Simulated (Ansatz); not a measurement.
LuSi2:
```
LuSi2
1.0
    4.04777     0.00000     0.00000
   -2.02389     3.50547     0.00000
    0.00000     0.00000     3.78781
Lu Si
1 2
Cartesian
  0.00000   0.00000   0.00000
  0.00000   2.33698   1.89391
  2.02389   1.16849   1.89391
```

Relaxed with r²SCAN.

Task: Give the Bader charges and basin volumes of the independent atoms, r²SCAN in the plane-wave PAW code Ansatz.

Result: 

```json
[
 {"atom": "Lu1", "Bader charge (e)": "+1.59", "Bader volume (Å³)": "14.6"},
 {"atom": "Si2", "Bader charge (e)": "-0.80", "Bader volume (Å³)": "19.6"}
]
```

Space group P6/mmm. The workflow started from an entry of the Crystallography Open Database (COD). Whether it is the stable phase at ambient conditions was not checked. Symmetry was held in the r²SCAN relaxation; its stability against distortions is not shown here. Spin–orbit coupling is left out wherever it is not named.

Potentials: the later of the program's two PAW sets.
